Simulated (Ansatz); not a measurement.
**Hf$_{3}$Au: do energies and stresses tell the same story?**

The calculation used Ansatz 0.2.0, DFT r2SCAN, scalar-relativistic, plane waves, PAW.

Plane waves to 500 eV, a k mesh through Γ of 10×10×10 on the computed 4-atom cell and Gaussian smearing (0.10 eV); no spin polarisation.

Relaxed cell: Pm-3m, a = 4.326 Å, b = 4.326 Å, c = 4.326 Å, α = 90.00°, β = 90.00°, γ = 90.00°, 4 atoms in the primitive cell. Whether it is the stable form of this composition wasn't checked.

Energies at zero smearing and pressures from the stress tensor, at volumes with shape and atoms relaxed:
```csv
V (Å³/atom),E − E(first) (meV/atom),P (GPa)
19.031,0.00,8.98
19.638,-24.47,4.16
20.245,-32.10,0.00
20.853,-25.12,-3.60
21.460,-5.45,-6.71
```

Q: Check P = −dE/dV between neighbouring volumes, and get the bulk modulus from the pressures alone.

A: With 1 eV/Å³ = 160.2 GPa:
```
middle V (Å³/atom)  −ΔE/ΔV (GPa) mean P (GPa)
            19.334         6.454         6.568
            19.942         2.015         2.080
            20.549        -1.841        -1.799
            21.156        -5.189        -5.152
```

The two differ by 0.11 GPa at most. The mean of two end pressures misses the average over a step by about ΔV² P″/12, up to 0.06 GPa here; with that taken off 0.05 GPa remains. The stress is the derivative of the free energy, not of the energy at zero smearing, and with free energies 0.00 GPa remains. Around V = 20.245 Å³/atom, the two neighbours give B = −V ΔP/ΔV = 20.245 × 7.76 / 1.215 = 129.3 GPa, against B0 = 128.3 GPa from the Birch–Murnaghan fit of the energies.

Spin–orbit coupling is left out, which can shift energies with elements as heavy as these.